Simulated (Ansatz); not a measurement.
## Si₂Br, before and after

Recipe of this trial structure of Si₂Br: 3-, 6-connected net, elements by coordination (P4_2/mmc, No. 131). Lengths were set from tabulated atomic sizes, so they are only a guess.

POSCAR.start

```
Si Br
1.0
     4.28460    0.00000    0.00000
     0.00000    4.28460    0.00000
     0.00000    0.00000    4.67087
Si Br
4 2
Direct
  0.50000 0.00000 0.70730
  0.00000 0.50000 0.79270
  0.00000 0.50000 0.20730
  0.50000 0.00000 0.29270
  0.50000 0.50000 0.75000
  0.50000 0.50000 0.25000
```

Level of theory: DFT PBE, scalar-relativistic, plane waves, PAW (Ansatz 0.2.0). Cutoff 420 eV, Gaussian smearing, Γ-centred meshes. Cell and atoms relax first on a coarse mesh and then on a finer one. In between, the cell is made exact in the group found at 0.06 Å. In metals the finer mesh still leaves noise of several meV/atom or more. The steps can't lower the symmetry of their start. No spin polarisation.

POSCAR.end

```
Si Br
1.0
     5.26171    0.00000    0.00000
     0.00000    5.26171    0.00000
     0.00000    0.00000    7.14716
Si Br
4 2
Cartesian
  2.6309 0.0000 4.7688
  0.0000 2.6309 5.9519
  0.0000 2.6309 1.1953
  2.6309 0.0000 2.3783
  2.6309 2.6309 5.3604
  2.6309 2.6309 1.7868
```

The symmetry stays P4_2/mmc (No. 131). The volume per atom grows by 130.8 %, from 14.3 to 33.0 Å³. The shortest distance goes from 1.94 Å (Si–Si) to 2.39 Å (Si–Si). The ratio c/a of the conventional cell changes by a factor of 1.25. The energy falls by about 2.3 eV/atom (the start's value is from the coarse mesh).

```yaml
Volume_per_atom: 32.98 Å³
Density: 2.28 g/cm³
Energy_over_the_elements: +1.01 eV/atom
Gap_on_the_8×8×6_mesh_of_the_6-atom_cell: 0 eV (a metal)
```

The zero of energy is the elements' standard structures at the same level; no fitted shifts are applied. The references include crystalline Br. A positive value: parting into the elements would lower its energy.

The last run used Gaussian smearing of 0.10 eV. The cell is a metal run without spin; a magnetic state may lie lower. The reference form of Br is held partly by dispersion forces, which this level lacks. Symmetry constrained the relaxation, so the result can be a saddle point. In all, the 4 runs took 3 min on 1 thread of Intel(R) Xeon(R) Gold 6455B (Sapphire Rapids) (shared host).
